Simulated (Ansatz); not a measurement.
**Does relaxation matter for the field gradients of K₃Ir₂O₆?**

Start: a measured structure from the Crystallography Open Database (COD), atoms as given.

```cif
data_K3Ir2O6
_symmetry_space_group_name_H-M 'R-3:H'
_symmetry_Int_Tables_number 148
_cell_length_a 10.7907
_cell_length_b 10.7907
_cell_length_c 10.5055
_cell_angle_alpha 90.000
_cell_angle_beta 90.000
_cell_angle_gamma 120.000
loop_
_atom_site_label
_atom_site_type_symbol
_atom_site_symmetry_multiplicity
_atom_site_Wyckoff_symbol
_atom_site_fract_x
_atom_site_fract_y
_atom_site_fract_z
K K 18 f 0.7046 0.6429 0.5090
Ir7 Ir 3 a 0.0000 0.0000 0.0000
Ir8 Ir 3 b 0.0000 0.0000 0.5000
Ir9 Ir 6 c 0.0000 0.0000 0.2496
O11 O 18 f 0.8170 0.4621 0.4570
O17 O 18 f 0.0286 0.1524 0.3745
```

One atom of each set is listed; the run and its k-mesh use a cell of 22 atoms with edges of 7.15, 7.15, 7.15 Å.

All values are calculated (Ansatz; DFT, PBE, plane waves and PAW, scalar-relativistic, 420 eV cutoff, Γ-centred 5×5×5 k-points, Fermi–Dirac smearing 0.05 eV), not measured.

The largest force at the start is 0.17 eV/Å. Relaxing the ions at fixed cell moves them by 0.015 Å at most (atom 1, K) and 0.011 Å rms.

| site | moved (Å) | first shell before | first shell after | V_zz before (10²¹ V/m²) | η before |
| --- | --- | --- | --- | --- | --- |
| K | 0.015 | 6 O at 2.61–2.88 Å | 6 O at 2.61–2.88 Å | 2.48 | 0.90 |
| Ir7 | 0.000 | 6 O at 2.00 Å | 6 O at 2.01 Å | 12.62 | 0.00 |
| Ir8 | 0.000 | 6 O at 2.01 Å | 6 O at 2.01 Å | 9.49 | 0.00 |
| Ir9 | 0.004 | 6 O at 2.00–2.01 Å | 6 O at 2.01–2.02 Å | 11.49 | 0.00 |
| O11 | 0.008 | 2 Ir at 2.00–2.01 Å, angle 82° | 2 Ir at 2.01–2.02 Å, angle 81° | -7.60 | 0.27 |
| O17 | 0.011 | 2 Ir at 2.00–2.01 Å, angle 82° | 2 Ir at 2.01 Å, angle 82° | -7.83 | 0.23 |

(1) What are V_zz and η after the relaxation?

## Answers

(1) 

| site | V_zz after | η after | change of V_zz |
| --- | --- | --- | --- |
| K | 2.49 | 0.90 | +0.01 |
| Ir7 | 12.41 | 0.00 | -0.21 |
| Ir8 | 10.92 | 0.00 | +1.43 |
| Ir9 | 12.08 | 0.00 | +0.59 |
| O11 | -7.76 | 0.25 | -0.16 |
| O17 | -7.94 | 0.20 | -0.11 |

The largest change of V_zz is on Ir8, from 9.49 to 10.92. In per cent, |V_zz| changes by 0 on K, -2 to +15 on Ir, +1 to +2 on O (all sites that start above 2).

The run finds no gap above 0.1 eV (a metal, or nearly one), so the gradients can move by 10 % or more with the k-mesh. Spin–orbit coupling is left out, which shifts gradients on Ir by a few per cent in wide-gap crystals, and can shift them far more where the calculated gap is small or absent, as here. Semilocal functionals can leave a metal where correlation in the d or f shell opens a gap in the real compound, and that would change the values at and beside Ir.
